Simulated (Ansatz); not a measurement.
# One run on Gd (P-3m1): start Gd1↑ Gd2↑ Gd3↓ Gd4↓; spin–orbit coupling, moments along [001]

Computed with DFT, PBE, PAW with Ansatz's default frozen-core files, fully relativistic files with spin-orbit coupling (Ansatz 0.2.0).

Command: `ansatz run input.yaml --threads 2 --pin off --max-ram 6144MiB --backend cpu --events-out ev --progress --plain --runs-dir out`

```yaml
crystal:
  lattice:
    - [3.6555206459, 0.0, 0.0]
    - [-1.827760323, 3.1657737434, 0.0]
    - [0.0, 0.0, 11.77960696]
  atoms:
    - { symbol: Gd, position: [0.0, 0.0, 0.0], spin: 7.2, spin_axis: [0.0, 0.0, 1.0] }
    - { symbol: Gd, position: [0.0, 0.0, 0.5], spin: 7.2, spin_axis: [0.0, 0.0, 1.0] }
    - { symbol: Gd, position: [0.3333333333, 0.6666666667, 0.24808348], spin: 7.2, spin_axis: [0.0, 0.0, -1.0] }
    - { symbol: Gd, position: [0.6666666667, 0.3333333333, 0.75191652], spin: 7.2, spin_axis: [0.0, 0.0, -1.0] }
magnetization:
  noncollinear: true
  spin_orbit: true
kpoints:
  mp_grid: { grid: [8, 8, 3] }
scf:
  occupations: { method: fermi_dirac, width: 0.1 }
  convergence: { dr2_threshold: 1.0e-09 }
  max_iter: 120
  lower_state_search: "off"
hamiltonian:
  xc: pbe
  pseudopotentials: { kind: paw_fr }
output:
  eigenvalues: false
  hubbard: { sites: [{ species: Gd, l: f }] }
```

Log:

```
settings of this run that can trade accuracy for cost: output.eigenvalues: false. Do not mix this run's numbers with those of runs without the same settings; the input reference describes each key
Gd: projections on atomic orbitals take those of the free atom [Kr 4d10] 4f7 5s2 5p6 5d1 6s2, of charge +0.00 (hamiltonian.pseudopotentials.projection_atoms); the dataset's partial waves leave at most 3.2e-4 of an orbital's norm unspanned inside its sphere
band count auto-derived: 118, from the close of a first SCF at 88 (N_el = 72.0; filled up to band 72; 88 by the electrons, moments and atoms)
Engine: ansatz 0.2.0
Pseudopotentials: kind: paw_fr
Pseudopotential: Gd, paw_fr, valence charge 18, recommended cutoff 420 eV (normal), Gd.paw.azcp#standard-fr
Functional definition: PBE
  parameter kappa = 0.804
  parameter beta = 0.06672455060314922
  exchange = pbe_x(kappa = kappa, mu = beta*pi^2/3)
  correlation = pbe_c(beta = beta)
Crystal: 4 atoms, lattice volume = 136.320 Å³
Basis set: ecut = 420 eV, 2631 PW (Γ)
Bands: 88, of which v1, the nominal top of the filled ones, is band 72 counted from 1 (71 counted from 0)
Symmetry: 6 space group operations + 6 with time reversal
Magnetic group: BNS 164.89 (UNI 1319), of the structure as read, at distance tolerance 5.1e-5 Å
k-points: 25 of 192 (time reversal used)
Projection manifold: j_resolved (fully-relativistic pseudo-atomic orbitals)
Non-local potential: Gd, projectors of the file, l = 0: 3, l = 1: 4, l = 2: 4, l = 3: 6
PAW form: soft (Blöchl's): semilocal exchange-correlation on the pseudo side does not see the compensation charge
PAW one-centre angular grid: Gd, 590 points (default); XC on 64 Gauss nodes
Initial density: superposition of atomic densities (chi_scale 0.1, normalization cell)
Starting moments: Σ|m| = 28.8 μB on 4 of 4 sites
Initial wavefunctions: pseudopotential atomic-orbital guess
Functional: x = pbe(κ = 0.804, μ = 0.2195149727645171), c = pbe(β = 0.06672455060314922)
SCF iter   1: F=—  HF=-37360.230045 eV  |F-HF|=—  |Δ(HF+E_count)|=         —  Δρ=4.88e-1  dr2=4.76e0  dr2_m=7.45e1  ethr=3.10e-3  |M|=2.60e-2 ∫|m|=3.05e1 μB  |m|>n=0.0e0 m-floor=0.0e0 τ_xc=1.5e-14 mc-row=0.0e0  β_m=1.00  ⟨swp⟩=7.6  Hψ=12294  notcnv=0
preconditioner: auto → Kerker (q_TF=auto, 2.453 Å⁻¹)  [metal: Δε(μ)=0.007 eV  Ē_g=9.739 eV  σ=0.100 eV  W_gap=0.02  n_scr=38 (ndim 8)  ℏωp=25.4 eV  f_vac=0.000  D(μ)=6.23/eV (n_scr^D=52)]
[...]
SCF 1, on 88 bands, converged in 25 iterations: F = -37369.496182 eV; the run's SCF on all bands comes behind
  greatest PAW one-centre occupation: 0.989 electrons in one spin orbital (limit 2), on the Gd atom at site 3 (counted from 0), in its partial waves of l = 0
The result of the SCF on 88 bands, without forces or a stress, told ahead of the SCF on all bands, whose result is the run's:
[...]
Harris-Foulkes:  -37369.496529 eV  (|F-HF|=1.46e-11)
Internal energy: -37369.208964 eV  (E = F + TS)
E sigma→0 (E₀):  -37369.352747 eV
Entropy (-TS):   -0.287565 eV (-71.891 meV/atom)
Fermi energy:    11.797503 eV
--- Per-component energies (eV) ---
  E_band       = -152.721983
  E_kinetic    = 1604.195388
  E_local      = -8622.529153  (includes V_loc(G=0)·N_el)
  E_nonlocal   = 1164.440767
  E_hartree    = 3563.906609
  E_xc         = -927.385122
  E_vxc        = -1004.745627  (∫ρ·V_xc dr)
  E_paw        = -25840.538213  (= ΣΔE_a)
  E_vpaw       = -421.896942  (= ΣTr[D̂ρ^β])
  E_aug_tail   = 0.000001  (compensation charges beyond the density's cutoff)
  E_ewald      = -8311.299240
  E_smearing   = -0.287565  (= −TS)
  E_closure    = 0.000000  (closes the sum)
  Σ components = -37369.496529   (vs F -37369.496529, Δ=0.00e0)
--- Occupation matrices: 4 shells (Löwdin-built; ε = 2.00e-2, provisional) ---
  Gd0 f_4F: site group D3d (-3m)
  Gd0 f_4F spinor Tr n = 7.1238  λ = 0.003 0.004 0.006 0.016 0.021 0.031 0.048 0.999 0.999 0.999 0.999 0.999 0.999 0.999  [7× z3 0.14 (T1u 0.43) E1/2u(0.71) | 7× x(x2-3y2) 0.14 (T2u 0.43) E1/2u(0.71)]
  Gd1 f_4F: site group D3d (-3m)
  Gd1 f_4F spinor Tr n = 7.1282  λ = 0.003 0.004 0.006 0.016 0.022 0.033 0.050 0.999 0.999 0.999 0.999 0.999 0.999 0.999  [7× z3 0.14 (T1u 0.43) E1/2u(0.71) | 7× x(x2-3y2) 0.14 (T2u 0.43) E1/2u(0.71)]
  Gd2 f_4F: site group C3v (3m)
  Gd2 f_4F spinor Tr n = 7.1217  λ = 0.004 0.005 0.008 0.012 0.029 0.034 0.035 0.999 0.999 0.999 0.999 0.999 0.999 0.999  [7× z3 0.14 E1/2(0.71) | 7× x(x2-3y2) 0.14 E1/2(0.71)]
  Gd3 f_4F: site group C3v (3m)
  Gd3 f_4F spinor Tr n = 7.1217  λ = 0.004 0.005 0.008 0.012 0.029 0.034 0.035 0.999 0.999 0.999 0.999 0.999 0.999 0.999  [7× z3 0.14 E1/2(0.71) | 7× x(x2-3y2) 0.14 E1/2(0.71)]
  Tr n, λ and their labels are of the run-group-symmetrised matrices; stabiliser: 12 of 24 elements of G0×{1,Θ} (closed), max defect 4.3e-15 at τ = 4.2e-3
settings of this run that can trade accuracy for cost: output.eigenvalues: false. Do not mix this run's numbers with those of runs without the same settings; the input reference describes each key
```

Site moments (μB): Gd1 (0.00, 0.00, 7.15); Gd2 (0.00, 0.00, 7.15); Gd3 (0.00, 0.00, -7.17); Gd4 (0.00, 0.00, -7.17). Cell moment 0.06 μB.

Without U a semilocal functional puts the f levels too near the Fermi level, which can change moments and the order of magnetic states; site and cell moments are spin moments. The Ansatz runs typed with the search for lower states off end where their start leads. With open f shells a run can end in a state that isn't the lowest. The magnetic state is the one that this cell and start allow. It needn't be the compound's measured order, which may need a larger cell or be absent.

It took 3.4 min on 2 threads of Arm Neoverse V2, on a shared host, peak memory 1.4 GiB.
